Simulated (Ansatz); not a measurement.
CdO (CsCl type, Pm-3m) under volume change, PBEsol (plane waves, PAW; program Ansatz), scaled uniformly.

```tsv
V (Å³/atom)	E − E(relaxed) (meV/atom)	P (GPa)
10.883	54.7	17.88
11.241	(withheld)	(withheld)
11.600	5.3	4.94
11.959	0.0	-0.01
12.318	4.8	-4.15
12.676	18.1	-7.61
13.035	(withheld)	(withheld)
```

### Question
Some entries are withheld; supply them.

### Answer

- 13.035, E − E(relaxed) (meV/atom): 38.5
- 13.035, P (GPa): -10.51
- 11.241, E − E(relaxed) (meV/atom): 22.8
- 11.241, P (GPa): 10.84

### Question
What does a third-order Birch–Murnaghan fit give for V₀, B₀ and B′?

### Answer
V₀ = 11.96 Å³/atom, B₀ = 151 GPa, B′ = 4.9.

The start of the workflow was typed in or built on a structure type; neither database checked (COD, Materials Project) lists it. It is not the phase usual at ambient conditions (space group No. 225). The cell was relaxed with PBEsol under the symmetry of its start. At this level the phase is mechanically unstable.

Potentials: the later of the program's two PAW sets.
